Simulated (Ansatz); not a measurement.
EuGa$_{2}$:
```yaml
crystal:
  lattice:
    - [4.26607, 0.00000, 0.00000]
    - [-2.13304, 3.69453, 0.00000]
    - [0.00000, 0.00000, 4.52402]
  atoms:
    - { symbol: Eu, position: [0.00000, 0.00000, 0.00000] }
    - { symbol: Ga, position: [0.66667, 0.33333, 0.50000] }
    - { symbol: Ga, position: [0.33333, 0.66667, 0.50000] }
```
The run is spin-polarised; directions of the spins, atom by atom: ↑ 0 0.

Relaxed with r²SCAN.

Problem. Give the Bader charges and basin volumes of the independent atoms, DFT-r²SCAN in the program Ansatz with PAW potentials.

Solution. 

```csv
atom,Bader charge (e),Bader volume (Å³)
Eu1,+1.34,21.7
Ga2,-0.67,24.8
```

Space group P6/mmm. The first step of the workflow began from a Materials Project structure, measured or hypothetical; the Crystallography Open Database files this formula in space group No. 191, but the cells were not matched. Its standing as an ambient phase is unchecked. The cell was relaxed with r²SCAN under the symmetry of its start; its stability against distortions is not shown here. The final state is ferromagnetic, chosen from 4 collinear starts compared on coarse meshes (ties went to the first, and starts can fall back to one state), not a proven ground state. The 4f shell is in the valence, and the state reached may lie above the lowest one. Other orbital occupations within this spin state were not tried. No Hubbard U is applied. Spin–orbit coupling is left out wherever it is not named.

Potentials: the later of the program's two PAW sets.
